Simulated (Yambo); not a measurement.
A G0W0@PBEsol run in Yambo for Ga2O3 (corundum, space group R-3c, No. 167) (4×4×4 Γ-centred k mesh, 166 bands and a 7 Ry block in the screening, 166 bands in G with the Bruneval-Gonze terminator, plasmon pole fitted at 27.2 eV) gives these matrix elements, in eV, at the band edges ((0, 0, 0.25) → Γ):

```tsv
state	E0	<Vxc>	<Σx>	<Σc(E0)>	Z
valence edge	0.000	-20.461	-25.689	4.531	0.798
conduction edge	2.786	-15.811	-11.846	-3.377	0.840
```

Solve the linearised quasiparticle equation for both states, give the gap, and say how exchange and correlation each act on it.

E = E0 + Z(Σx + Σc − Vxc). Valence: 0.000 + 0.798 × (-25.689 + (4.531) − (-20.461)) = -0.56 eV. Conduction: 2.786 + 0.840 × (-11.846 + (-3.377) − (-15.811)) = 3.28 eV. The gap is 3.84 eV, against 2.79 eV in PBEsol. Replacing Vxc by bare exchange alone would open it by 9.19 eV; correlation takes back 7.91 eV of that, and Z scales what is left. Nearest settings tried, and what they do to the gap: 116 bands in G: +7 meV; 79 bands in W, 79 bands in G: +313 meV; 3 Ry block (65 vectors against 199): -85 meV. Not varied: mesh. So the settings aren't converged at that level. Spin-orbit splittings are left out.

The standard potential for Ga keeps a d shell in the valence without the s and p states of that shell. In tests on such compounds this moved G0W0 gaps by up to about 0.9 eV, so absolute quasiparticle energies here are unreliable; differences between settings are what counts.

Geometry of the Materials Project entry, not relaxed at this level; primitive cell a = b = c = 5.332 Å, α = β = γ = 55.89°.

This is not the ordinary phase of the substance.
